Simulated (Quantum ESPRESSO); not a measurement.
## AgMo6Ru in 5 site orders

All numbers below are calculated, not measured. They come from Quantum ESPRESSO 7.5, a public plane-wave density functional program. Each row is one single-point run on a made-up periodic cell of eight metal atoms, with elements, volume, strain and displacements drawn at random and not relaxed, so a cell may be unstable or far from any real phase. There is no spin polarisation or spin-orbit coupling.

Settings: PBE unless stated; PseudoDojo standard norm-conserving files; Fermi-Dirac width 0.25 eV, which means electrons at about 2900 K; cutoff 1143 eV; 6 x 6 x 4 k mesh shifted half a step off Gamma. E is the free energy of the whole cell (internal energy minus TS), so a -TS column is already part of it. Stress is positive in tension, and the pressure P is minus a third of its trace.

Checks: one run of this series was repeated at a higher cutoff and on a denser mesh, which moved values by no more than 0.007 eV, 0.04 GPa and 0.005 eV/Å, and a second program with other atomic files agreed on it to 2 % rms in force and 0.5 GPa in pressure. Known limits: a spin test at this wide smearing found no moment, but such smearing suppresses magnetism that the real alloy may have.

The lattice is face-centred cubic, and the cell vectors in Å are (1.916, 3.905, 1.985); (2.023, -3.967, 2.003); (1.917, -0.013, -5.930), a volume of 121.99 Å³. The runs move one Ru atom among sites that otherwise hold Mo, on the same eight displaced sites. E is counted from run 1, and the rms force is over all 24 components. Nothing is relaxed, so E mixes bonding between neighbours with strain on unrelaxed sites, and it is not an ordering energy.

```
run  elements on sites 1 to 8  E (eV)  -TS (eV)  rms force (eV/Å)  largest force (eV/Å)  P (GPa)
  1   Mo Ru Mo Mo Mo Ag Mo Mo   0.000    -1.738             0.705                  1.95    12.74
  2   Mo Mo Ru Mo Mo Ag Mo Mo   0.059    -1.741             0.734                  1.78    12.93
  3   Mo Mo Mo Ru Mo Ag Mo Mo  -0.114    -1.666             0.829                  2.03    12.44
  4   Mo Mo Mo Mo Mo Ag Ru Mo   0.031    -1.778             0.699                  1.64        ?
  5   Mo Mo Mo Mo Mo Ag Mo Ru  -0.161    -1.665             0.809                  1.92    12.28
```

## Worked fit

A straight line through the runs shown gives P = 12.75 + 2.89 E GPa with E in eV, an error of 0.09 on the slope and a scatter of 0.02 GPa. At this fixed volume the orders of higher energy tend to have the higher pressure.

## Withheld value

Question: what pressure should run 4 give?

The fit gives 12.84 ± 0.02 GPa. The calculation gave 12.91 GPa. This run lies off the fit by more than twice that error, so something that the fit leaves out matters here.
